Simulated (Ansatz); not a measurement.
Relaxed Mg (hcp, Mg type):

```yaml
crystal:
  lattice:
    - [6.34905, 0.00000, 0.00000]
    - [-1.58726, 2.74922, 0.00000]
    - [0.00000, 0.00000, 5.18496]
  atoms:
    - { symbol: Mg, position: [0.16667, 0.66667, 0.75000] }
    - { symbol: Mg, position: [0.66667, 0.66667, 0.75000] }
    - { symbol: Mg, position: [0.33333, 0.33333, 0.25000] }
    - { symbol: Mg, position: [0.83333, 0.33333, 0.25000] }
```

The atoms are displaced by Q × the pattern below (from a DFPT mode at M = (0.5, 0.0, 0.0), largest move 1; Q in Å), at fixed cell. (q is in reciprocal vectors of the primitive cell; the cell shown is doubled to hold the pattern.)

| atom | x | y | z |
|---|---|---|---|
| Mg1 | 0.500 | -0.866 | 0.000 |
| Mg2 | -0.500 | 0.866 | 0.000 |
| Mg3 | -0.500 | 0.866 | 0.000 |
| Mg4 | 0.500 | -0.866 | 0.000 |

Computed with r2SCAN (plane waves to 500 eV, PAW, scalar-relativistic; Ansatz, a quantum-chemistry and plane-wave program). k mesh 17×17×9 (Γ-centred), Fermi-Dirac smearing 0.05 eV. Energies are smeared free energies. With partly filled bands, energies and forces of such displacements shift with the k mesh and the smearing. Mg was relaxed with its symmetry unable to fall. The PAW data are Ansatz's earlier set. ΔE is measured from the undisplaced structure. The last digit holds for this mesh only.

```json
[
 {"Q (Å)": "-0.180", "ΔE (meV/cell)": "220.6"},
 {"Q (Å)": "-0.150", "ΔE (meV/cell)": "155.0"},
 {"Q (Å)": "-0.120", "ΔE (meV/cell)": "100.1"},
 {"Q (Å)": "-0.090", "ΔE (meV/cell)": "withheld"},
 {"Q (Å)": "-0.060", "ΔE (meV/cell)": "25.3"},
 {"Q (Å)": "-0.030", "ΔE (meV/cell)": "6.4"},
 {"Q (Å)": "0.000", "ΔE (meV/cell)": "0.0"},
 {"Q (Å)": "0.030", "ΔE (meV/cell)": "6.4"},
 {"Q (Å)": "0.060", "ΔE (meV/cell)": "25.3"},
 {"Q (Å)": "0.090", "ΔE (meV/cell)": "withheld"},
 {"Q (Å)": "0.120", "ΔE (meV/cell)": "100.1"},
 {"Q (Å)": "0.150", "ΔE (meV/cell)": "155.0"},
 {"Q (Å)": "0.180", "ΔE (meV/cell)": "220.6"}
]
```

Question: Fit an even polynomial form (powers 2, 4) to the given rows and predict ΔE at Q = -0.090.

Answer: Least squares on the 11 given rows: ΔE = (7067)·Q² + (-7961)·Q⁴, in meV/cell with Q in Å; root-mean-square residual 0.03 meV/cell. At -0.090 the fit gives 56.7 meV/cell; the calculation gives 56.7 meV/cell, the same to the digits shown. The quadratic term alone would give 57.2 meV/cell.

(For displaced atoms, the force is minus the slope of the energy, and its curvature is a force constant, which sets phonon frequencies.)
